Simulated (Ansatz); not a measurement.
InAs (zinc blende) was relaxed and computed twice in Ansatz (plane waves, PAW), once with PBE and once with r²SCAN.

```csv
,run 1,run 2
cell,"a = b = c = 6.108 Å, α = β = γ = 90.00°","a = 6.186 Å, b = 6.186 Å, c = 6.186 Å, α = 90.00°, β = 90.00°, γ = 90.00°"
gap (eV),0.08,none
B₀ by P(V) fit (GPa),57.2,48.4
```

Task: Which run used which functional?

Result: Run 1 is r²SCAN, run 2 is PBE.

All cells were relaxed under the symmetry of their starts (and spin orders); stability against distortions was not tested throughout. Spin–orbit coupling is left out wherever it is not named.

Potentials: the later of the program's two PAW sets.

Ansatz (a first-principles code) is a plane-wave DFT program.
